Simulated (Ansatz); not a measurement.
Values for one crystal, relaxed and computed with r²SCAN (plane waves, PAW; program Ansatz); other levels are named.

```yaml
volume_per_atom: 6.68 Å³
electronic_character: metallic (no gap)
Bulk modulus (Birch–Murnaghan fit): 331 GPa
Density of states at the Fermi level: 0.09 states/eV per atom (mean over ±0.08 eV)
Pressure derivative B′: 3.9
```

### Question
Which compound is it?
A) Ge, R-3 (Ge on 6c, Ge on 18f)
B) P, diamond
C) C, P4_2/mmc (C on 2e, C on 4i)
D) As, I4_132 (As on 8a)

### Answer
C, C, P4_2/mmc (C on 2e, C on 4i)

The start of the workflow was typed in or built on a structure type; neither database checked (COD, Materials Project) lists it. It is not the phase usual at ambient conditions (space group No. 194, 227). The r²SCAN relaxation kept the symmetry of its start; its stability against distortions is not shown here.

Potentials: the earlier of the program's two PAW sets.
